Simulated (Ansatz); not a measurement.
A geometry of Ta away from equilibrium: the start of the relaxation of a generated cell, Ta placed in the AFLOW prototype A_oC4_63_c (A20). Computed with PBEsol (plane waves to 420 eV, PAW, scalar-relativistic; Ansatz, an electronic-structure program). Γ-centred k-mesh 13×13×7 on the run's cell (coarser than for final values), Fermi–Dirac smearing 0.05 eV.

```xyz
2
Lattice="1.3634 -2.8131 0.0000 1.3634 2.8131 0.0000 0.0000 0.0000 4.7277" Properties=species:S:1:pos:R:3:forces:R:3 pbc="T T T" free_energy=-19614.074 pressure_GPa=1.1
Ta     1.3634    -2.2377     1.1819    0.0000    1.2400    0.0000
Ta     1.3634     2.2377     3.5458    0.0000   -1.2400    0.0000
```

Positions in Å, forces in eV/Å, free energy of the cell in eV (comparable only within this code, potentials and settings). Largest force: 1.24 eV/Å, on Ta1, Ta2 (atoms numbered as listed); the geometry lies 0.16 eV/atom above the end of its relaxation.

No spin polarisation in the result.

The run could not lower the symmetry of its start; a shaken copy of this end point relaxes with PBEsol to Im-3m (No. 229), 0.22 eV/atom lower.

The end of the path is a generated cell of Ta: the first start was made by placing the elements on the sites of a structure type, and the end was not matched to a known phase here, so it may be hypothetical. Known forms of Ta include space group No. 229.
